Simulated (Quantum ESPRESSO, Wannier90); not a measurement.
Wannier functions of RbBr (CsCl type)

Cell from Materials Project (mp-23303), symmetrised, no further relaxation. Not found in the COD (Crystallography Open Database) copy used, which has the formula in other groups; not checked further. Computed values, not measurements, from PBEsol: Quantum ESPRESSO (norm-conserving PseudoDojo potentials, cutoff 37 Ry, spinors with spin-orbit coupling) on a Γ-centred 6×6×6 mesh, then Wannier90. Density: 8×8×8 mesh, cold smearing 0.01 Ry.

```
begin unit_cell_cart
ang
    4.1260800000    0.0000000000    0.0000000000
    0.0000000000    4.1260800000    0.0000000000
    0.0000000000    0.0000000000    4.1260800000
end unit_cell_cart
mp_grid = 6 6 6
```

### Question
Which shells of neighbouring k-points and which b-vectors and weights does Wannier90 pick for this cell and mesh?

### Answer
```
 *---------------------------------- K-MESH ----------------------------------*
 +----------------------------------------------------------------------------+
 |                    Distance to Nearest-Neighbour Shells                    |
 |                    ------------------------------------                    |
 |          Shell             Distance (Ang^-1)          Multiplicity         |
 |          -----             -----------------          ------------         |
 |             1                   0.253800                      6            |
 |             2                   0.358927                     12            |
 |             3                   0.439594                      8            |
 |             4                   0.507599                      6            |
 |             5                   0.567513                     24            |
 |             6                   0.621680                     24            |
 |             7                   0.717854                     12            |
 |             8                   0.761399                     30            |
       ... (lines left out)
 +----------------------------------------------------------------------------+
 | The b-vectors are chosen automatically                                     |
 | The following shells are used:                       1                     |
 +----------------------------------------------------------------------------+
 |                        Shell   # Nearest-Neighbours                        |
 |                        -----   --------------------                        |
 |                          1               6                                 |
 +----------------------------------------------------------------------------+
 | Completeness relation is fully satisfied [Eq. (B1), PRB 56, 12847 (1997)]  |
 +----------------------------------------------------------------------------+
 |                  b_k Vectors (Ang^-1) and Weights (Ang^2)                  |
 |                  ----------------------------------------                  |
 |            No.         b_k(x)      b_k(y)      b_k(z)        w_b           |
 |            ---        --------------------------------     --------        |
 |             1         0.000000    0.000000    0.253800     7.762258        |
 |             2         0.000000    0.253800    0.000000     7.762258        |
 |             3         0.253800    0.000000    0.000000     7.762258        |
 |             4         0.000000    0.000000   -0.253800     7.762258        |
 |             5         0.000000   -0.253800    0.000000     7.762258        |
 |             6        -0.253800    0.000000    0.000000     7.762258        |
```
